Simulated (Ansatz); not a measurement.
KLuS$_{2}$:
```cif
data_K3Lu3S6
_chemical_formula_sum 'Lu3 K3 S6'
_space_group_name_H-M_alt 'R-3m :H'
_space_group_IT_number 166
_space_group_name_Hall '-R 3 2"'
_cell_length_a 3.90898
_cell_length_b 3.90898
_cell_length_c 21.71087
_cell_angle_alpha 90.000
_cell_angle_beta 90.000
_cell_angle_gamma 120.000
loop_
_atom_site_label
_atom_site_type_symbol
_atom_site_symmetry_multiplicity
_atom_site_Wyckoff_symbol
_atom_site_fract_x
_atom_site_fract_y
_atom_site_fract_z
_atom_site_occupancy
Lu1 Lu 3 b 0.00000 0.00000 0.50000 1
K1 K 3 a 0.00000 0.00000 0.00000 1
S1 S 6 c 0.00000 0.00000 0.23341 1
```
(The calculation used a cell of 4 atoms; values per cell refer to that cell.)

Relaxed with PBEsol. The program Ansatz at the PBEsol level (PAW) gives a gap of 2.10 eV.

Q: What gap does HSE06 give on the same cell (Ansatz, PAW)?

A: 3.23 eV, 1.13 eV more. The hybrid was solved on a coarser mesh and at special points; its gap is the smallest among all of these.

```json
[
 {"k": "Γ", "v1 PBEsol": "0.00", "c1 PBEsol": "3.49", "v1 HSE06": "0.00", "c1 HSE06": "4.72"},
 {"k": "T", "v1 PBEsol": "-0.12", "c1 PBEsol": "3.70", "v1 HSE06": "(withheld)", "c1 HSE06": "(withheld)"},
 {"k": "L", "v1 PBEsol": "-0.97", "c1 PBEsol": "2.59", "v1 HSE06": "(withheld)", "c1 HSE06": "(withheld)"},
 {"k": "F", "v1 PBEsol": "-0.87", "c1 PBEsol": "2.10", "v1 HSE06": "-0.96", "c1 HSE06": "3.23"},
 {"k": "S0", "v1 PBEsol": "-1.45", "c1 PBEsol": "3.74", "v1 HSE06": "(withheld)", "c1 HSE06": "(withheld)"},
 {"k": "H0", "v1 PBEsol": "-1.44", "c1 PBEsol": "3.71", "v1 HSE06": "(withheld)", "c1 HSE06": "(withheld)"}
]
```

Q: Top valence (v1) and lowest conduction level (c1) in eV from each method's valence maximum (which need not be a listed point): supply the withheld HSE06 values.

A: 
- T, v1 HSE06: -0.12
- T, c1 HSE06: 5.00
- H0, v1 HSE06: -1.52
- H0, c1 HSE06: 4.96
- S0, v1 HSE06: -1.53
- S0, c1 HSE06: 5.00
- L, v1 HSE06: -1.05
- L, c1 HSE06: 3.75

Cost on shared cores: the PBEsol run (SCF on a 8×8×8 mesh, then bands and DOS) roughly 50 core-seconds, the HSE06 run (SCF on 6×6×6, then a few points) about 8 core-minutes (a rough figure); the tasks are unlike.

The workflow started from an entry of the Crystallography Open Database (COD, 301 K). Its standing as an ambient phase is unchecked. The PBEsol relaxation kept the symmetry of its start; of distortions, only those at the zone centre were tested. Spin–orbit coupling is left out wherever it is not named.

Potentials: the later of the program's two PAW sets.
